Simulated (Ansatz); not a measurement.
TaAl:
```
TaAl
1.0
    3.19594     0.00000     0.00000
    0.00000     3.19594     0.00000
    0.00000     0.00000     3.19594
Ta Al
1 1
Direct
  0.00000   0.00000   0.00000
  0.50000   0.50000   0.50000
```

Relaxed with PBEsol. Special points in fractions of this cell's reciprocal vectors: Γ (0.000, 0.000, 0.000); X (0.000, 0.500, 0.000); M (0.500, 0.500, 0.000); R (0.500, 0.500, 0.500).

Q: List the band energies nearest the Fermi level at these points for PBEsol with spin–orbit coupling in the plane-wave PAW code Ansatz.

A: In eV from the Fermi level; about four levels below and three above (degenerate sets whole), none deeper than 8.9 eV; points with the same levels are listed once.

```tsv
k	below	above
Γ	-2.71 -2.71 -2.71 -2.71	2.45 2.45 2.45 2.45
X	-0.52 -0.52 -0.31 -0.31	3.09 3.09 4.70 4.70
M	-2.40 -2.40 -1.74 -1.74	0.37 0.37 0.58 0.58
R	-4.37 -4.37 -4.37 -4.37 -4.25 -4.25	0.07 0.07 2.11 2.11
```

Space group Pm-3m (CsCl type). The start of the workflow was typed in or built on a structure type; neither database checked (COD, Materials Project) lists it. Its standing as an ambient phase is unchecked. Symmetry was held in the PBEsol relaxation. At this level the phase is mechanically unstable. The run is not spin-polarised.

Potentials: the later of the program's two PAW sets.
